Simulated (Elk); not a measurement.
An Elk run on Mo with settings drawn from a wide range, so not all are converged; totals and levels move with the basis, and no second program has checked them. All numbers below come from DFT, LDA (Perdew-Zunger), all-electron APW+lo, Dirac cores, scalar-relativistic bands with second-variational spin-orbit coupling in Elk 11.2.3 with local patches. Elk's input is in atomic units.

Command: `OMP_NUM_THREADS=1 elk` The run took 0.02 s on 1 thread of Intel(R) Xeon(R) Platinum 8259CL CPU @ 2.50GHz (Skylake/Cascade Lake), with other jobs on the host, peak memory 0.03 GiB.

```
tasks
  0
  110
  115

xctype
  2

rgkmax
  8

gmaxvr
  12

lmaxapw
  8

lmaxo
  7

lmaxi
  3

nrmtscf
  1

nempty
  4

epspot
  1e-06

epsengy
  1e-05

maxscl
  100

swidth
  0.004

stype
  3

lradstp
  2

mixtype
  3

hmaxvr
  4

tforce
  .false.

spinorb
  .true.

sppath
  './'

avec
  -2.93313845795 2.93313845795 2.93313845795
  2.93313845795 -2.93313845795 2.93313845795
  2.93313845795 2.93313845795 -2.93313845795

atoms
  1
  'Mo.in'
  1
  0.000000000000 0.000000000000 0.000000000000   0.000 0.000 0.000

ngridk
  12 12 12
```

Muffin-tin radii in the species files: Mo 2.25 bohr.

The cell comes from COD entry 4001308, which wasn't checked; take it as a given geometry. The listed cell was then made from it by scaling, straining or moving an atom.

Problem. What does the run give?

Solution. It refused before any iteration.
```
Error(init0): requested spin-polarised run with spin-unpolarised
 exchange-correlation functional
```
